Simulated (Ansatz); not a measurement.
Computed with DFT PBE, scalar-relativistic, plane waves, PAW in Ansatz 0.2.0. Settings: cutoff 420 eV, Γ-centred meshes spaced at most about 0.3 Å⁻¹, and about 0.25 Å⁻¹ or finer for metals (2π included), Gaussian smearing. No spin polarisation in the final relaxations.

These are static total energies at zero pressure.

Two forms of Hf₂SiOF₂ were relaxed alike.

1.

```
Hf Si O F
1.0
     3.20750    0.00000    0.00000
     0.00000    3.20750    0.00000
     0.00000    0.00000    7.77397
Hf Si O F
2 1 1 2
Direct
  0.50000 0.50000 0.74735
  0.00000 0.00000 0.18683
  0.50000 0.50000 0.39212
  0.00000 0.00000 0.71266
  0.50000 0.00000 0.98052
  0.00000 0.50000 0.98052
```

2.

```
Hf Si O F
1.0
     3.74555    0.00000    0.00000
    -1.87278    3.24375    0.00000
     0.00000    0.00000    6.43506
Hf Si O F
2 1 1 2
Direct
  0.33333 0.66667 0.22267
  0.66667 0.33333 0.77733
  0.00000 0.00000 0.50000
  0.00000 0.00000 0.00000
  0.33333 0.66667 0.83435
  0.66667 0.33333 0.16565
```

Question: Which is lower in energy, and by how much?

Answer: Cell 1 is lower, by 196 meV/atom. Cell 1 has space group P4mm (No. 99), 13.3 Å³/atom and no gap on its mesh; cell 2 has space group P-3m1 (No. 164), 13.0 Å³/atom and no gap. The shortest distance is 2.27 Å (Hf–F and F–F) in cell 1 and 2.19 Å (Hf–F) in cell 2. In cell 1, around Hf on its first site lie 4 O at 2.28 Å, 4 F at 2.42 Å, 1 Si at 2.76 Å and 4 Hf at 3.21 Å; Si has 5 Hf at 2.76–2.77 Å; O has 4 Hf at 2.28 Å and 4 F at 2.63 Å; around F lie 4 F at 2.27 Å, 2 Hf at 2.27 Å, 2 Hf at 2.42 Å and 2 O at 2.63 Å; 1 more site not described. In cell 2, around Hf lie 3 F at 2.19 Å, 1 F at 2.50 Å, 3 O at 2.59 Å and 3 Si at 2.80 Å; around Si lie 6 Hf at 2.80 Å, 6 F at 3.05 Å and 2 O at 3.22 Å; O is surrounded by 6 F at 2.41 Å, 6 Hf at 2.59 Å and 2 Si at 3.22 Å; F is surrounded by 3 Hf at 2.19 Å, 3 O at 2.41 Å, 1 Hf at 2.50 Å, 3 F at 3.04 Å and 3 Si at 3.05 Å. Both come from invented guesses.

Spin–orbit coupling, which can matter for Hf, is left out. The zero gap of P-3m1 may come from the functional, which often closes small gaps, or the cell may be a true semimetal. Cells relaxed within their symmetry can be saddle points.
